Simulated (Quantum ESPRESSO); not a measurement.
# Computed records: TaAl3Zn2InMo (simulated cell)

Calculation on a made-up metal alloy cell, not a measurement: no spin or spin-orbit, unrelaxed, 2900 K smearing, stress positive in tension, cell energy less fitted offsets; periodic Kohn-Sham density functional theory in plane waves with PseudoDojo standard norm-conserving scalar-relativistic pseudopotentials, each functional with its own files (v0.5 for PBE, v0.4.1 for LDA and PBEsol), eight atoms on drawn sites of a strained close-packed or body-centred lattice, each displaced and held fixed; the energy is the cell's free energy, ions and the entropy term -TS included, at the stated Fermi-Dirac width, less a fixed offset for each atom's element (shifted free energy); compositions with an open d shell lost a parallel starting moment in a cheaper test run, and other magnetic orders were not tried; an error bar is the largest change of its kind in a tighter rerun, never given below 0.002 eV, 0.02 GPa or 0.003 eV/angstrom, and covers cutoff and k-mesh only, not smearing or the files. Program: Quantum ESPRESSO 7.5.

Entry: TaAl3Zn2InMo (simulated cell)

```
TaAl3Zn2InMo
1.0
      0.0229     0.0458    -4.7618
     -0.0721     5.2391    -0.0494
      6.0222    -0.0832    -0.0285
Zn In Mo Al Zn Ta Al
1 1 1 1 1 1 2
Direct
  -0.00676 -0.00367 0.00310
  0.01348 0.01486 0.50424
  -0.00060 0.50023 0.23235
  -0.01538 0.51107 0.73231
  0.51362 0.32851 0.00761
  0.52111 0.35213 0.50843
  0.49668 0.83649 0.25601
  0.48378 0.84016 0.73719
```

```
lattice type             : hexagonal close-packed
functional               : pbe
cutoff                   : 1143 eV
fermi dirac smearing     : 0.25 eV
electrons removed        : 0
run command              : mpirun -np 4 pw.x -nk 4 -in in
run processor            : AMD EPYC, Zen 5, virtual cores
k mesh                   : 5 x 5 x 4 shifted half a step off Gamma on each axis
entropy term negative ts : -1.042 eV
pressure                 : -8.26 GPa
stress xx                : 11.6 GPa
stress yy                : 7.22 GPa
stress zz                : 5.95 GPa
stress yz                : -0.85 GPa
stress xz                : 1.08 GPa
stress xy                : -2.19 GPa
shifted free energy      : 1.032 eV
```

Atoms:
```tsv
atoms element	atom site	atom energy offset (eV)
Zn	1	-5688.29
In	2	-1808.02
Mo	3	-1911.95
Al	4	-63.26
Zn	5	-5688.29
Ta	6	-1771.44
Al	7	-63.26
Al	8	-63.26
```

Forces:
```tsv
site	x (eV/Å)	y (eV/Å)	z (eV/Å)
1	0.228	-0.108	-0.008
2	-0.608	-0.121	0.232
3	1.189	-0.072	0.054
4	0.708	0.192	-0.503
5	-0.024	-0.064	0.126
6	-1.601	0.699	0.6
7	-0.204	-0.525	-0.228
8	0.313	-0.001	-0.274
```

Notes: heavy elements are run without spin-orbit coupling, which real alloys of them have; a spin test at this wide smearing found no moment, but such smearing suppresses magnetism that the real alloy may have; lattice, volume and sites are drawn at random and may be unstable or far from any real phase; energies are for the whole cell, less offsets fitted to these runs, so they are not formation energies; error bars: energy 0.0048 eV, stress 0.28 GPa, force 0.018 eV/Å, from a tighter rerun of a related cell, whose elements or sites may differ; 12 SCF iterations, 100 s of wall time on a shared machine.
